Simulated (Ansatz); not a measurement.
Mg in space group Fd-3m (No. 227; Mg on 8a, Mg on 16d), a = b = c = 8.251 Å, α = β = γ = 90.00°; the cell used has 6 atoms.

Relaxed with r²SCAN.

Task: Tabulate the valence density and the electron localisation function along the shortest Mg–Mg contact (2.92 Å), plane-wave PAW r²SCAN (Ansatz code).

Result: 

```tsv
distance from Mg (Å)	density (e/Å³)	ELF
0.29	16.82	0.33
0.44	7.24	0.43
0.58	2.03	0.38
0.73	0.43	0.17
0.88	0.18	0.05
1.02	0.14	0.08
1.17	0.13	0.31
1.31	0.13	0.55
1.46	0.13	0.62
1.60	0.13	0.55
1.75	0.13	0.31
1.90	0.14	0.09
2.04	0.18	0.05
2.19	0.44	0.16
2.33	2.03	0.38
2.48	7.23	0.43
2.63	16.80	0.33
```

The density is the valence pseudo-density with augmentation charge, so density and ELF within about 1 Å of a nucleus are not all-electron values.

The start of the workflow was typed in or built on a structure type; neither database checked (COD, Materials Project) lists it. It is not the phase usual at ambient conditions (space group No. 194). The r²SCAN relaxation kept the symmetry of its start; whether a distortion lowers the energy is not shown.

Potentials: the later of the program's two PAW sets.
